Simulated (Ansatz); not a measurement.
SiGe:
```yaml
crystal:
  lattice:
    - [3.92278, 0.00000, 0.00000]
    - [0.00000, 3.92762, 0.00000]
    - [0.00000, 0.00000, 5.54235]
  atoms:
    - { symbol: Si, position: [0.75000, 0.00000, 0.87996] }
    - { symbol: Si, position: [0.25000, 0.00000, 0.12004] }
    - { symbol: Ge, position: [0.25000, 0.50000, 0.36945] }
    - { symbol: Ge, position: [0.75000, 0.50000, 0.63055] }
```

Relaxed with r²SCAN. Special points in fractions of this cell's reciprocal vectors: Γ (0.000, 0.000, 0.000); X (0.500, 0.000, 0.000); S (0.500, 0.500, 0.000); Y (0.000, 0.500, 0.000); Z (0.000, 0.000, 0.500); U (0.500, 0.000, 0.500); R (0.500, 0.500, 0.500); T (0.000, 0.500, 0.500).

List the band energies nearest the valence-band maximum at these points for plane-wave PAW r²SCAN with spin–orbit coupling (Ansatz code).

In eV from the valence-band maximum; about four levels below and three above (degenerate sets whole), none deeper than 8.9 eV; points with the same levels are listed once.

```tsv
k	below	above
Γ	-0.07 -0.07 0.00 0.00	0.76 0.76 0.96 0.96
X	-1.61 -1.61 -1.61 -1.61	2.44 2.44 2.44 2.44
S	-3.13 -3.13 -3.13 -3.13	0.56 0.56 0.56 0.56
Y	-1.88 -1.88 -1.31 -1.31	2.10 2.10 2.81 2.81
Z	-2.15 -2.15 -1.88 -1.88	0.89 0.89 1.42 1.42
U	-1.42 -1.42 -1.42 -1.42	1.07 1.07 1.07 1.07
R	-4.08 -4.08 -4.08 -4.08	4.52 4.52 4.52 4.52
T	-1.42 -1.42 -1.10 -1.10	0.61 0.61 1.55 1.55
```

Space group Pmma. The start of the workflow was typed in or built on a structure type; neither database checked (COD, Materials Project) lists it. Whether it is the stable phase at ambient conditions was not checked. Symmetry was held in the r²SCAN relaxation; its stability against distortions is not shown here.

Potentials: the earlier of the program's two PAW sets.
